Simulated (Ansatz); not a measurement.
The cell below belongs to a search over invented structures; it isn't taken from experiment.

Input and command of a plane-wave DFT calculation in Ansatz:

```yaml
crystal:
  lattice:
    - [3.1938848042, -5.518484026, 0.0]
    - [3.1938848042, 5.518484026, 0.0]
    - [-2.1622612258, 0.0, 6.8568478492]
  atoms:
    - { symbol: Ti, position: [0.3329532707, 0.6670467293, 0.0], spin: 1.0 }
    - { symbol: Ti, position: [0.6670467293, 0.3329532707, 0.0], spin: 1.0 }
    - { symbol: As, position: [0.0636703157, 0.0636703157, 0.1881799706] }
    - { symbol: As, position: [0.9363296843, 0.9363296843, 0.8118200294] }
    - { symbol: S, position: [0.4557221124, 0.072312399, 0.2122501847] }
    - { symbol: S, position: [0.072312399, 0.4557221124, 0.2122501847] }
    - { symbol: S, position: [0.6873329898, 0.6873329898, 0.2130225363] }
    - { symbol: S, position: [0.5442778876, 0.927687601, 0.7877498153] }
    - { symbol: S, position: [0.927687601, 0.5442778876, 0.7877498153] }
    - { symbol: S, position: [0.3126670102, 0.3126670102, 0.7869774637] }
basis:
  ecutwfc: 420
kpoints:
  mp_grid: { grid: [4, 4, 4] }
hamiltonian:
  xc: pbe
scf:
  occupations: { method: gaussian, width: 0.1 }
  lower_state_search: "off"
output:
  forces: true
  stress: true
  eigenvalues: true
  populations: true
magnetization:
  spin_polarized: true
```

```bash
ansatz run input.yaml --threads 1 --pin off --max-ram 2560MiB --backend cpu --events-out ev --progress --plain --runs-dir out
```

Processor: AMD EPYC 7R43 64-Core Processor (Zen 3), 1 thread, on a host shared with other jobs.

How long does it run, and how much memory does it take?

About 86 s, peak memory 0.87 GiB. It solves 56 bands at 24 k points (after reduction by symmetry) with about 4723 plane waves, in 18 SCF iterations.
